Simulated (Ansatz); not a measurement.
Generalised stacking fault of LiH (rock salt) on the {110} plane. The cell below holds the perfect crystal with the plane normal along z; tilting its third vector by the shift puts one fault into each cell, between planes 1.42 Å apart, at fixed cell height.

```xyz
6
Lattice="2.8323 0.0000 0.0000 0.0000 4.0054 0.0000 1.4161 2.0027 4.2484" Properties=species:S:1:pos:R:3 pbc="T T T"
Li     1.1801     1.6689     3.5403
Li     1.1801     1.6689     0.7081
Li     2.5963     3.6717     2.1242
H      1.1801     3.6717     3.5403
H      1.1801     3.6717     0.7081
H      2.5963     1.6689     2.1242
```

In-plane vectors a = (2.832, 0.000) Å, b = (0.000, 4.005) Å, area 11.34 Å². The shift is s times the vector a (length 2.832 Å), so s = 1 restores the start. Atoms relax along the normal only. γ = [E(shift) − E(0)] / area.

Calculation: r2SCAN (plane waves to 500 eV, PAW, scalar-relativistic; Ansatz, a program for electronic structure). k mesh 10×10×10 (Γ-centred), Fermi-Dirac smearing 0.05 eV. Energies are extrapolated to zero smearing. Stress and pressure are positive under compression. Faults lie only 4.2 Å apart, and holding the cell height raises γ above its relaxed value. LiH was relaxed with its symmetry unable to fall. γ is measured from zero shift.

| shift (Å) | γ (meV/Å²) | σ normal to the fault (GPa) |
|---|---|---|
| 0.000 | 0.0 | 0.0 |
| 0.236 | 3.6 | 0.6 |
| 0.472 | 11.4 | 2.1 |
| 0.708 | 19.5 | 3.8 |
| 0.944 | 25.9 | 5.3 |
| 1.180 | 30.0 | 6.2 |
| 1.416 | 31.4 | 6.5 |
| 1.652 | 30.0 | 6.2 |
| 1.888 | 25.9 | 5.3 |
| 2.124 | 19.5 | 3.8 |
| 2.360 | 11.4 | 2.1 |
| 2.596 | 3.6 | 0.6 |

Key numbers:

| Property | Result |
|---|---|
| Highest computed γ on the line | 503 mJ/m² |
| Position of the highest point | s = 0.500 |
| Local minima between the ends | no computed point is one |
| Steepest slope dγ/d(shift) before the first maximum (spline) | 5.7 GPa |

(The slope of γ gives the shear force per area between the displaced halves; near zero shift its curvature is an elastic stiffness.)
